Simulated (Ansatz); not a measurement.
Cs (bcc (W type), Im-3m) at seven volumes, the program Ansatz at the r²SCAN level (PAW), scaled uniformly. One row is withheld.

```csv
V (Å³/atom),P (GPa)
111.993,0.21
115.685,0.13
119.377,0.06
123.069,0.00
126.761,?
130.453,-0.10
134.145,-0.14
```

Problem. Fit the shown pressures and predict the withheld one.

Solution. Third-order Birch–Murnaghan: P = (3/2)B₀(x^(7/2) − x^(5/2))[1 + (3/4)(B′ − 4)(x − 1)] with x = (V₀/V)^(2/3). Least squares on the six rows gives V₀ = 123.041 Å³/atom, B₀ = 1.891 GPa, B′ = 3.54. At V = 126.761, x = 0.9803 and P = -0.05 GPa. The run itself gave -0.05 GPa.

The cell was relaxed with r²SCAN under the symmetry of its start. Spin–orbit coupling is left out wherever it is not named.

Potentials: the earlier of the program's two PAW sets.
